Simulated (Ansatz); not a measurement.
Input, command and steps of an Ansatz relaxation.

```yaml
crystal:
  lattice:
    - [1.547421611, -2.6801718269, 0.0]
    - [1.547421611, 2.6801718269, 0.0]
    - [0.0, 0.0, 15.1848130333]
  atoms:
    - { symbol: Si, position: [0.166676184, 0.833323816, 0.8577299512] }
    - { symbol: Si, position: [0.833323816, 0.166676184, 0.3577299512] }
    - { symbol: Si, position: [0.4999848395, 0.5000151605, 0.5244683958] }
    - { symbol: Si, position: [0.5000151605, 0.4999848395, 0.0244683958] }
    - { symbol: Si, position: [0.8333482686, 0.1666517314, 0.6911956365] }
    - { symbol: Si, position: [0.1666517314, 0.8333482686, 0.1911956365] }
    - { symbol: C, position: [0.5000159461, 0.4999840539, 0.6498327585] }
    - { symbol: C, position: [0.4999840539, 0.5000159461, 0.1498327585] }
    - { symbol: C, position: [0.1666787236, 0.8333212764, 0.982715708] }
    - { symbol: C, position: [0.8333212764, 0.1666787236, 0.482715708] }
    - { symbol: C, position: [0.8333408876, 0.1666591124, 0.81619755] }
    - { symbol: C, position: [0.1666591124, 0.8333408876, 0.31619755] }
basis:
  ecutwfc: 420
kpoints:
  mp_grid: { grid: [12, 12, 2] }
hamiltonian:
  xc: pbe
scf:
  occupations: { method: gaussian, width: 0.02 }
output:
  forces: true
  stress: true
  eigenvalues: true
relax:
  adjacent_minimum: "off"
  f_tol: 0.005
  max_steps: 80
  cell: { stress_tol: 0.05 }
```

```bash
ansatz run input.yaml --threads 2 --pin off --max-ram 5120MiB --backend cpu --events-out ev --progress --plain --runs-dir out
```

All numbers below come from DFT PBE, scalar-relativistic, plane waves, PAW in Ansatz.

Of 3 frames 3 are shown, positions in Å and forces in eV/Å; the SCF threshold varies from step to step. Steps run on the plane waves of an earlier cell, with a Pulay correction in the pressure. The basis is chosen afresh for the last frame, the zero of the energies, and at times for earlier ones too; energy and pressure step there, also at an unchanged geometry.

```xyz
12
Lattice="1.5474 -2.6802 0.0000 1.5474 2.6802 0.0000 0.0000 0.0000 15.1848" Properties=species:S:1:pos:R:3:forces:R:3 pbc="T T T" step=1 free_energy_over_end_meV_per_atom=0.00 pressure_GPa=0.05
Si    1.5474    1.7867   13.0245    0.0000    0.0001   -0.0126
Si    1.5474   -1.7867    5.4321    0.0000   -0.0001   -0.0126
Si    1.5474    0.0001    7.9640    0.0000   -0.0006    0.0105
Si    1.5474   -0.0001    0.3715    0.0000    0.0006    0.0105
Si    1.5474   -1.7869   10.4957    0.0000    0.0000    0.0056
Si    1.5474    1.7869    2.9033    0.0000    0.0000    0.0056
C     1.5474   -0.0001    9.8676    0.0000    0.0006   -0.0039
C     1.5474    0.0001    2.2752    0.0000   -0.0006   -0.0039
C     1.5474    1.7867   14.9224    0.0000   -0.0002   -0.0070
C     1.5474   -1.7867    7.3299    0.0000    0.0002   -0.0070
C     1.5474   -1.7868   12.3938    0.0000   -0.0001    0.0074
C     1.5474    1.7868    4.8014    0.0000    0.0001    0.0074
12
Lattice="1.5474 -2.6802 0.0000 1.5474 2.6802 0.0000 0.0000 0.0000 15.1865" Properties=species:S:1:pos:R:3:forces:R:3 pbc="T T T" step=2 free_energy_over_end_meV_per_atom=0.00 pressure_GPa=0.02
Si    1.5474    1.7868   13.0256    0.0000   -0.0001   -0.0018
Si    1.5474   -1.7868    5.4323    0.0000    0.0001   -0.0018
Si    1.5474    0.0000    7.9650    0.0000    0.0000    0.0017
Si    1.5474    0.0000    0.3718    0.0000    0.0000    0.0017
Si    1.5474   -1.7868   10.4971    0.0000   -0.0003    0.0000
Si    1.5474    1.7868    2.9039    0.0000    0.0003    0.0000
C     1.5474    0.0000    9.8687    0.0000    0.0002   -0.0015
C     1.5474    0.0000    2.2755    0.0000   -0.0002   -0.0015
C     1.5474    1.7868   14.9236    0.0000    0.0000    0.0000
C     1.5474   -1.7868    7.3304    0.0000    0.0000    0.0000
C     1.5474   -1.7868   12.3953    0.0000    0.0000    0.0015
C     1.5474    1.7868    4.8020    0.0000    0.0000    0.0015
12
Lattice="1.5474 -2.6802 0.0000 1.5474 2.6802 0.0000 0.0000 0.0000 15.1865" Properties=species:S:1:pos:R:3:forces:R:3 pbc="T T T" step=3 free_energy_over_end_meV_per_atom=0.00 pressure_GPa=0.02
Si    1.5474    1.7868   13.0256    0.0000   -0.0001   -0.0018
Si    1.5474   -1.7868    5.4323    0.0000    0.0001   -0.0018
Si    1.5474    0.0000    7.9650    0.0000    0.0000    0.0017
Si    1.5474    0.0000    0.3718    0.0000    0.0000    0.0017
Si    1.5474   -1.7868   10.4971    0.0000   -0.0003    0.0000
Si    1.5474    1.7868    2.9039    0.0000    0.0003    0.0000
C     1.5474    0.0000    9.8687    0.0000    0.0002   -0.0015
C     1.5474    0.0000    2.2755    0.0000   -0.0002   -0.0015
C     1.5474    1.7868   14.9236    0.0000    0.0000    0.0000
C     1.5474   -1.7868    7.3304    0.0000    0.0000    0.0000
C     1.5474   -1.7868   12.3953    0.0000    0.0000    0.0015
C     1.5474    1.7868    4.8020    0.0000    0.0000    0.0015
```

The run took 90 s on 2 threads of AMD EPYC (Zen 3), with other jobs on the host, peak memory 0.62 GiB.